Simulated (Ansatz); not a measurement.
CdI2:
```
CdI2
1.0
    4.16416     0.00000     0.00000
   -2.08208     3.60627     0.00000
    0.00000     0.00000    19.99525
Cd I
3 6
Direct
  0.66667   0.33333   0.33275
  0.33333   0.66667   0.66725
  0.00000   0.00000   0.00000
  0.33333   0.66667   0.08458
  0.66667   0.33333   0.91542
  0.33333   0.66667   0.41728
  0.66667   0.33333   0.58272
  0.00000   0.00000   0.24818
  0.00000   0.00000   0.75182
```

Relaxed with LDA. Special points in fractions of this cell's reciprocal vectors: Γ (0.000, 0.000, 0.000); M (0.500, 0.000, 0.000); K (0.333, 0.333, 0.000); A (0.000, 0.000, 0.500); L (0.500, 0.000, 0.500); H (0.333, 0.333, 0.500).

Q: List the band energies nearest the valence-band maximum at these points for the program Ansatz at the LDA with spin–orbit coupling level (PAW).

A: In eV from the valence-band maximum; about four levels below and three above (degenerate sets whole), none deeper than 8.9 eV; points with the same levels are listed once.

| k | below | above |
|---|---|---|
| Γ | -0.04 -0.04 -0.03 -0.03 | 2.02 2.02 3.08 3.08 |
| M | -0.58 -0.58 -0.23 -0.23 | 1.68 1.68 2.03 2.03 |
| K | -0.87 -0.87 -0.81 -0.81 | 2.62 2.62 2.63 2.63 |
| A | -0.11 -0.11 0.00 0.00 | 2.43 2.43 2.44 2.44 |
| L | -0.38 -0.38 -0.31 -0.31 | 1.73 1.73 1.83 1.83 |
| H | -0.91 -0.91 -0.84 -0.84 | 2.63 2.63 2.64 2.64 |

Space group P-3m1. The workflow started from a Materials Project entry (that database holds measured and hypothetical structures alike); the Crystallography Open Database files this formula in space group No. 164, but the cells were not matched. Whether it is the stable phase at ambient conditions was not checked. The cell was relaxed with LDA under the symmetry of its start; whether a distortion lowers the energy is not shown. A crystal of weakly bound layers computed without a dispersion correction: the cell and the soft elastic constants depend strongly on that.

Potentials: the later of the program's two PAW sets.
